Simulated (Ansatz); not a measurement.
# ZrAs: input and output

Input file of Ansatz 0.2.0:

```yaml
crystal:
  lattice:
    - [1.647368, 2.853319, 0.0]
    - [-1.647368, 2.853319, 0.0]
    - [0.0, -1.902213, 8.586287]
  atoms:
    - { symbol: As, position: [0.3708, 0.3708, 0.1124] }
    - { symbol: As, position: [0.6292, 0.6292, 0.8876] }
    - { symbol: Zr, position: [0.1276, 0.1276, 0.3828] }
    - { symbol: Zr, position: [0.8724, 0.8724, 0.6172] }
  symmetry: { tolerance: 0.0003 }
kpoints:
  mp_grid: { grid: [10, 10, 10], shift: [0, 0, 0] }
  band_path:
    path:
      - [0.0, 0.0, 0.0]
      - [0.0, 0.0, 0.5]
      - [0.32515326, -0.32515326, 0.5]
      - [0.32515326, -0.34969347, 0.17484674]
      - [0.5, 0.0, 0.0]
      - [0.0, 0.0, 0.0]
      - [0.33742337, -0.33742337, 0.0]
      - [0.32515326, -0.33742337, 0.33742337]
      - [0.0, -0.5, 0.5]
      - [0.0, 0.0, 0.0]
    npoints: 6
magnetization:
  spin_polarized: false
scf:
  occupations: { method: gaussian, width: 0.0341 }
  lower_state_search: "off"
  max_iter: 200
hamiltonian:
  pseudopotentials: { kind: paw }
  xc: r2scan
basis:
  ecutwfc: 500
  fft_grid_basis: typed
output:
  forces: true
  stress: true
  eigenvalues: true
  bader: true
  populations: true
  elf: true
  write_potential: true
  volumetric_format: npy
  dos:
    e_range: [-12, 8]
    de: 0.05
    projected: { site_lists: { As: [As], Zr: [Zr] } }
checkpoint:
  read: saved_state
```

The saved state is an earlier solution for the same cell, perhaps on another mesh. 

Output (shortened):

```
Free energy (F): -18118.7862 eV
Harris-Foulkes:  -18118.7862 eV  (|F-HF|=1.18e-8)
Internal energy: -18118.7837 eV  (E = F + TS)
E sigma→0 (E₀):  -18118.7850 eV
Entropy (-TS):   -0.0025 eV (-0.620 meV/atom)
Fermi energy:    13.7572 eV
--- Per-component energies (eV) ---
  E_band       = -597.6773
  E_kinetic    = 875.5968
  E_local      = -4441.8076  (includes V_loc(G=0)·N_el)
  E_nonlocal   = -1179.3011
  E_hartree    = 2214.4801
  E_xc         = -460.9815
  E_vxc        = -593.2046  (∫ρ·V_xc dr)
  E_paw        = -9637.6138  (= ΣΔE_a)
  E_vpaw       = 278.0071  (= ΣTr[D̂ρ^β])
  E_aug_tail   = 0.0000  (compensation charges beyond the density's cutoff)
  E_vtau       = 34.0653  (kinetic-family band-sum trace: ∫τ·v_τ [+ j·A + Jᵃ·Aᵃ] dr)
  E_ewald      = -5485.9123
  E_core_change = -3.2443  (= ΣΔE_core)
  E_smearing   = -0.0025  (= −TS)
--- Forces (eV/Å), atoms counted from 1 ---
  atom   1  As     0.0000     0.0000     0.4510
  atom   2  As     0.0000     0.0000    -0.4510
  atom   3  Zr     0.0000     0.0000    -4.7783
  atom   4  Zr     0.0000     0.0000     4.7783
--- Stress (GPa, compression-positive) ---
        5.8189       0.0000       0.0000
        0.0000       5.8189       0.0000
        0.0000       0.0000       6.4026
  P = ⅓ Tr σ = 6.0134 GPa (60.134 kbar)
```

Origin: a known structure type with other elements, at an estimated volume, so it need not be a known compound. Caveats: many states at the Fermi level without spin polarisation, so a magnetic state may lie lower; atoms or cell far from equilibrium.
